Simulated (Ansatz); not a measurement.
A sound run on GdCu (Pm-3m), no spin polarisation (Ansatz 0.2.0, DFT, LDA, PAW with Ansatz's default frozen-core files, scalar-relativistic):

```yaml
crystal:
  lattice:
    - [3.502, 3.502, 0.0]
    - [3.502, 0.0, 3.502]
    - [3.502, 0.0, -3.502]
  atoms:
    - { symbol: Gd, position: [0.5, 0.25, 0.75] }
    - { symbol: Gd, position: [0.5, 0.75, 0.25] }
    - { symbol: Cu, position: [0.0, 0.0, 0.0] }
    - { symbol: Cu, position: [0.0, 0.5, 0.5] }
kpoints:
  mp_grid: { grid: [10, 10, 10] }
scf:
  occupations: { method: fermi_dirac, width: 0.05 }
hamiltonian:
  xc: lda
  pseudopotentials: { kind: paw }
output:
  forces: true
  stress: true
  eigenvalues: true
```

It converged in 9 iterations. The run has no spin polarisation. Pressure -7.72 GPa.

The input is then changed, output keys apart:

```diff
+basis:
+  ecutwfc: "250 eV"
```

Problem. What does the program do with it?

Solution. The run converged. Free energy -31343.5908 eV against -31351.7924 eV, cell moment 0.00 μB, pressure -5.60 GPa. These settings were drawn wide on purpose, so the numbers show their effect and aren't offered as converged values.
```
Warning: basis.ecutwfc = 250 eV is below the records' recommended 420 eV, and the density's cutoff is lower with it unless basis.ecutrho_ratio is high enough to keep the records' density cutoff: compare with a run at a higher cutoff
band count auto-derived: 49 (N_el = 74.0; filled up to band 37; 45 by the electrons, moments and atoms)
Engine: ansatz 0.2.0
Pseudopotentials: kind: paw
Pseudopotential: Gd, paw, valence charge 18, recommended cutoff 420 eV (normal), Gd.paw.azcp
Pseudopotential: Cu, paw, valence charge 19, recommended cutoff 420 eV (normal), Cu.paw.azcp
Functional definition: SPW92
  exchange = slater_x
  correlation = pw_c
Crystal: 4 atoms, lattice volume = 85.897 Å³
Basis set: ecut = 250 eV, 749 PW (Γ)
Bands: 49, of which v1, the nominal top of the filled ones, is band 37 counted from 1 (36 counted from 0)
Symmetry: 96 space group operations
Space group: Pm-3m (ITA 221), of the structure as read, at distance tolerance 4.4e-5 Å
k-points: 47 of 1000
Non-local potential: Gd, projectors of the file, l = 0: 3, l = 1: 2, l = 2: 2, l = 3: 3
[...]
--- Forces (eV/Å), atoms counted from 1 ---
  atom   1  Gd    -0.00000000     0.00000000     0.00000000
  atom   2  Gd    -0.00000000     0.00000000     0.00000000
  atom   3  Cu     0.00000000    -0.00000000    -0.00000000
  atom   4  Cu     0.00000000     0.00000000     0.00000000
  max |Σ_I F_I| component: 2.47e-25 eV/Å
--- Stress (GPa, compression-positive) ---
       -5.601640       0.000000       0.000000
       -0.000000      -5.601640       0.000000
       -0.000000       0.000000      -5.601640
  P = ⅓ Tr σ = -5.6016 GPa (-56.016 kbar)
--- Band table (eV; the first three rows and the last of 47) ---
  k-point 0: bands = ["-99.2165", "-99.1178", "-56.9922", "-56.9922", "-56.9922", "-56.9532", "-56.9532", "-56.9532", "-28.4400", "-28.3250", "-6.6448", "-6.6448", "-6.6448", "-6.1875", "-6.1875", "-6.1875", "7.3196", "9.6203", "9.6203", "10.1456", "10.1456", "10.1456", "10.2400", "10.2400", "10.2400", "10.6243", "10.6243", "12.1279", "12.1279", "12.1279", "12.7412", "13.1303", "13.1303", "13.1303 …
  k-point 1: bands = ["-99.2141", "-99.1845", "-56.9954", "-56.9919", "-56.9907", "-56.9907", "-56.9776", "-56.9776", "-28.4370", "-28.3283", "-6.6476", "-6.6393", "-6.6393", "-6.2060", "-6.1999", "-6.1999", "7.4518", "9.6477", "9.6477", "10.0456", "10.0941", "10.0941", "10.2277", "10.2431", "10.2431", "10.5003", "10.5003", "11.8421", "12.2457", "12.2457", "12.8672", "13.1379", "13.1379", "13.1383 …
  k-point 2: bands = ["-99.2203", "-99.2048", "-57.0011", "-56.9962", "-56.9962", "-56.9959", "-56.9868", "-56.9868", "-28.4286", "-28.3366", "-6.6262", "-6.6142", "-6.6142", "-6.2547", "-6.2357", "-6.2357", "7.8405", "9.7300", "9.7300", "9.9480", "10.0553", "10.0553", "10.2165", "10.2165", "10.2759", "10.3860", "10.3860", "11.4076", "12.5359", "12.5359", "13.0015", "13.1383", "13.1383", "13.1562" …
  k-point 46: bands = ["-99.2081", "-99.2064", "-57.0042", "-56.9970", "-56.9934", "-56.9859", "-56.9715", "-56.9692", "-28.3873", "-28.3757", "-6.8110", "-6.7749", "-6.5360", "-6.3464", "-6.1087", "-6.0885", "9.5292", "9.7172", "9.7905", "9.9264", "10.0801", "10.1012", "10.1376", "10.1381", "10.1631", "10.3284", "11.1763", "11.2493", "11.8095", "12.6222", "13.0884", "13.1322", "13.1611", "13.1898 …
```
